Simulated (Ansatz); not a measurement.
AlN:
```cif
data_Al4N4
_chemical_formula_sum 'Al4 N4'
_space_group_name_H-M_alt 'P 1'
_space_group_IT_number 1
_cell_length_a 5.28536
_cell_length_b 5.28536
_cell_length_c 3.09964
_cell_angle_alpha 90.000
_cell_angle_beta 90.000
_cell_angle_gamma 90.000
loop_
_space_group_symop_operation_xyz
  'x, y, z'
loop_
_atom_site_label
_atom_site_type_symbol
_atom_site_fract_x
_atom_site_fract_y
_atom_site_fract_z
_atom_site_occupancy
Al1 Al 0.32322 0.67678 0.00000 1
Al2 Al 0.67678 0.32322 0.00000 1
Al3 Al 0.82322 0.82322 0.50000 1
Al4 Al 0.17678 0.17678 0.50000 1
N1 N 0.31514 0.31514 0.00000 1
N2 N 0.68486 0.68486 0.00000 1
N3 N 0.18486 0.81514 0.50000 1
N4 N 0.81514 0.18486 0.50000 1
```

This is the r²SCAN-relaxed structure.

Task: All from DFT-r²SCAN in the program Ansatz with PAW potentials, unless another level is named. Give the electron effective mass.

Result: 0.33, 0.33, 0.36 mₑ (principal values).

Task: Give the HSE06 gap on the r²SCAN cell.

Result: 5.20 eV.

Task: Give the band gap.

Result: 4.48 eV (smallest direct gap 4.49 eV).

Space group P4_2/mnm. The start of the workflow was typed in or built on a structure type; neither database checked (COD, Materials Project) lists it. It is not the phase usual at ambient conditions (space group No. 186, 216). The r²SCAN relaxation kept the symmetry of its start; its stability against distortions is not shown here.

Potentials: the earlier of the program's two PAW sets. The files were generated under PBE; for other functionals the program regenerates the frozen cores, and for LDA and PBEsol the local potential too.
